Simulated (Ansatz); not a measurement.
Relaxed TiSi$_{2}$ (C54 type, space group Fddd):

```
TiSi2
1.0
    0.00000     4.13234     4.28268
    2.40310     0.00000     4.28268
    2.40310     4.13234     0.00000
Si Ti
4 2
Direct
  0.66302   0.33698   0.66302
  0.33698   0.66302   0.33698
  0.58698   0.91302   0.58698
  0.91302   0.58698   0.91302
  0.00000   0.00000   0.00000
  0.25000   0.25000   0.25000
```

Computed with PBE (plane waves to 420 eV, PAW, scalar-relativistic; Ansatz, a first-principles code). k mesh 10×10×10 (Γ-centred), Fermi-Dirac smearing 0.05 eV. With partly filled bands, energies and forces of such displacements shift with the k mesh and the smearing. TiSi2 is run without spin polarisation. TiSi2 was relaxed with its symmetry unable to fall.

One atom of the cell was then moved (with its periodic images), all else fixed, and the forces (eV/Å) came out as:

```json
[
 {"atom": "Si1", "Fx": "-0.236", "Fy": "-0.033", "Fz": "1.629"},
 {"atom": "Si2", "Fx": "-0.023", "Fy": "0.000", "Fz": "0.083"},
 {"atom": "Si3", "Fx": "-0.275", "Fy": "-0.066", "Fz": "-0.585"},
 {"atom": "Si4", "Fx": "0.008", "Fy": "0.009", "Fz": "-0.121"},
 {"atom": "Ti5", "Fx": "0.011", "Fy": "0.004", "Fz": "-0.113"},
 {"atom": "Ti6", "Fx": "0.515", "Fy": "0.085", "Fz": "-0.894"}
]
```

Problem. Which atom was moved, and by which vector (Å)?

Solution. Si1, by (0.00, 0.00, -0.15), 0.15 Å in all.

(For displaced atoms, the force is minus the slope of the energy, and its curvature is a force constant, which sets phonon frequencies.)
